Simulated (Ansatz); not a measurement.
## WC: an elastic constant from a strain scan

These are results of Ansatz 0.2.0, DFT r2SCAN, scalar-relativistic, plane waves, PAW, not measurements. Settings: plane waves to 500 eV, k-mesh 24×24×24 (Γ-centred), Gaussian smearing 0.15 eV. Spin–orbit coupling is left out, which can shift energies with elements as heavy as these. No spin polarisation. Energies are free energies at this smearing, counted from the undisturbed cell; pressure is positive in compression.

The undisturbed cell (relaxed at this level; this rock-salt form isn't the usual structure):

```
W C
1.0
     0.00000    2.18242    2.18242
     2.18242    0.00000    2.18242
     2.18242    2.18242    0.00000
W C
1 1
Direct
  0.00000 0.00000 0.00000
  0.50000 0.50000 0.50000
```

The cell is strained by ε times the Voigt pattern (0, 1, 0, 0, 0, 0) (xx, yy, zz, yz, xz, xy; engineering shear) with fractional coordinates fixed. The cell holds 2 atoms in V0 = 20.79 Å³. The stress column is τ = (1/V0) dE/dε, got from the stress tensor σ (compression positive) at each point as −det(1 + εP) σ : P(1 + εP)⁻¹, with P the pattern as a tensor.

| ε | ΔE (meV/atom) | τ (GPa) |
| --- | --- | --- |
| -0.0600 | ? | ? |
| -0.0300 | 25.387 | -27.809 |
| 0.0000 | 0.000 | -0.006 |
| 0.0150 | 5.267 | 10.500 |
| 0.0450 | 41.749 | 25.828 |

Task: Which combination of elastic constants does this scan measure, and how large is it?

Result: For small ε, τ = τ0 + Kε with K = pᵀCp, which for this pattern is C11 in the cubic axes. The parabola through τ at ε = -0.0300, 0 and 0.0150 has slope K = 776 GPa at zero. The energies per cell, E = NΔE, of the same two points give K = 2[E(ε₊)/ε₊ − E(ε₋)/ε₋]/[(ε₊ − ε₋)V0] = 820 GPa, in agreement.

Task: Predict the withheld row at ε = -0.0600 from the harmonic law, and compare.

Result: ΔE = V0(τ0 ε + Kε²/2)/N = 90.628 meV/atom and τ = -46.56 GPa. The calculation gives 115.467 meV/atom and -66.78 GPa: the energy lies 27 % above the harmonic value, as bonds stiffen under compression.

In a metal these slopes depend on the k mesh and the smearing.